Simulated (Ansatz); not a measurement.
## Mg: strain energy, fitted

Mg, P6_3/mmc, a = 3.190 Å, c = 10.266 Å. Ansatz: r2SCAN, PAW, 500 eV, Γ-centred 18×18×6 mesh on 4 atoms, Gaussian smearing 0.10 eV; no spin polarisation. Series: biaxial strain in the a-b plane, c and atoms relaxed; x is the strain in per cent. y is the free energy over the unstrained cell, V0 = 22.623 Å³/atom.

| x (%) | y (meV/atom) |
| --- | --- |
| -4.5 | ? |
| -3.0 | 10.34 |
| -1.5 | 1.72 |
| 0.0 | 0.00 |
| 1.5 | 3.50 |
| 3.0 | 11.98 |
| 4.5 | 24.35 |

Fit y = c2 x² + c3 x³ to the other rows, turn c2 into a modulus, and predict the missing energy.

Least squares on the rows shown. y = 1.1861 x² + 0.0082269 x³. In eV per unit strain² c2 is 11.86; M is the biaxial modulus (E = M V0 ε²): 11.86 × 160.2 / (22.623) = 84 GPa. With a term in x⁴ added, the coefficient of x² becomes 1.351, 14 % more, which shows how far this figure hangs on the form. At x = -4.5 the fit asked for gives 23.27 meV/atom. The run gave 26.61 meV/atom, so the fit is 3.34 meV/atom too low, 13 % of the span of the series, against an rms of 0.76 meV/atom on the fitted rows. The row lies outside the fitted range. With a term in x⁴ added, a fit to the same known rows predicts 18.74 meV/atom, further off still.

Cost: 7 runs of about 12 core-minutes in all, on Arm Neoverse V1 (shared hosts).